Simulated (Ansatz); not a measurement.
One crystal and one scan (energy against volume) at two levels, PBE (plane waves to 420 eV, PAW, scalar-relativistic; Ansatz, a quantum-chemistry and plane-wave program) and PBEsol (plane waves to 420 eV, PAW, scalar-relativistic; Ansatz), each from its own relaxed cell and on its own mesh. The cell shown is that of PBE.

Hf$_{3}$N$_{4}$ (space group I-43d)

```xyz
14
Lattice="-3.3671 3.3671 3.3671 3.3671 -3.3671 3.3671 3.3671 3.3671 -3.3671" Properties=species:S:1:pos:R:3 pbc="T T T"
Hf    -1.6836     2.5253     3.3671
Hf     0.8418     3.3671     1.6836
Hf     1.6836     0.8418     3.3671
Hf     2.5253     3.3671    -1.6836
Hf     3.3671    -1.6836     2.5253
Hf     3.3671     1.6836     0.8418
N      0.4479     3.8150    -0.4479
N      2.1315     1.2356    -1.2356
N      2.9192     2.9192     2.9192
N      1.2356    -1.2356     2.1315
N      3.8150    -0.4479     0.4479
N     -1.2356     2.1315     1.2356
N     -0.4479     0.4479     3.8150
N      1.2356     1.2356     1.2356
```

E(V) scan at fixed shape, V₀ the volume above. The atoms relax within the cell's symmetry.

Energies are smeared free energies. Hf3N4 is run without spin polarisation. Hf3N4 was relaxed with its symmetry unable to fall. Spin-orbit coupling is left out, though Hf is heavy. Both scans cover V/V₀ from 0.900 to 1.100.

ΔE (meV/atom), each from the relaxed starting cell of its own level:

```json
[
 {"V/V₀": "0.900", "PBE": "94.1", "PBEsol": "104.8"},
 {"V/V₀": "0.925", "PBE": "49.6", "PBEsol": "55.8"},
 {"V/V₀": "0.950", "PBE": "20.6", "PBEsol": "withheld"},
 {"V/V₀": "0.975", "PBE": "4.9", "PBEsol": "5.5"},
 {"V/V₀": "1.000", "PBE": "0.0", "PBEsol": "0.0"},
 {"V/V₀": "1.025", "PBE": "4.1", "PBEsol": "4.8"},
 {"V/V₀": "1.050", "PBE": "14.9", "PBEsol": "18.1"},
 {"V/V₀": "1.075", "PBE": "30.5", "PBEsol": "37.7"},
 {"V/V₀": "1.100", "PBE": "49.3", "PBEsol": "61.8"}
]
```

Estimate the PBEsol value at 0.950 from the PBE value there and the ratio of the two levels in the two nearest given rows on that side of the minimum.

At 0.925 and 0.975 the ratio PBEsol/PBE averages 1.124, which gives 1.124 × 20.6 = 23.2 meV/atom. The calculation gives 23.4 meV/atom, +13.6 % against PBE.

(Under strain, the slope of the energy per volume gives the stress and its curvature an elastic modulus.)
